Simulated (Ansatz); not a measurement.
NbP:
```xyz
4
Lattice="-1.6602 1.6602 5.6443 1.6602 -1.6602 5.6443 1.6602 1.6602 -5.6443" Properties=species:S:1:pos:R:3 pbc="T T T"
Nb     0.0000     0.0000    11.2787
Nb     0.0000     1.6602     2.8123
P      0.0000     0.0000     4.7060
P      1.6602     0.0000     1.8838
```

Relaxed with PBEsol. PBEsol in the plane-wave PAW code Ansatz gives no gap.

Q: What gap does HSE06 give on the same cell (Ansatz, PAW)?

A: It stays without a gap at the points solved. The hybrid was solved on a coarser mesh and at special points; the gap given is the minimum over both. On such a mesh it can open a false gap in a semimetal.

| k | v1 PBEsol | c1 PBEsol | v1 HSE06 | c1 HSE06 |
|---|---|---|---|---|
| Γ | -1.42 | 0.76 | ? | ? |
| M | -0.55 | 1.15 | ? | ? |
| X | -0.51 | 3.03 | -0.71 | 3.80 |
| P | -0.49 | 3.05 | ? | ? |
| N | -0.12 | -0.01 | -0.02 | 0.28 |
| S0 | -0.25 | 0.14 | 0.00 | 0.31 |
| R | -0.55 | 2.82 | ? | ? |

Q: Top valence (v1) and lowest conduction level (c1) in eV from each method's valence maximum (which need not be a listed point): supply the withheld HSE06 values.

A: 
- M, v1 HSE06: -0.69
- M, c1 HSE06: 1.64
- R, v1 HSE06: -0.75
- R, c1 HSE06: 3.54
- Γ, v1 HSE06: -1.62
- Γ, c1 HSE06: 1.22
- P, v1 HSE06: -0.69
- P, c1 HSE06: 3.80

Cost on shared cores: the PBEsol run (SCF on a 17×17×17 mesh, then bands and DOS) very roughly 3 core-minutes, the HSE06 run (SCF on 9×9×9, then a few points) very roughly 12 core-minutes; the tasks are unlike.

Space group I4_1md. Symmetry was held in the PBEsol relaxation. No spin polarisation was allowed. A small band overlap can be real or an error of a semilocal functional. Spin–orbit coupling is left out wherever it is not named.

Potentials: the later of the program's two PAW sets.
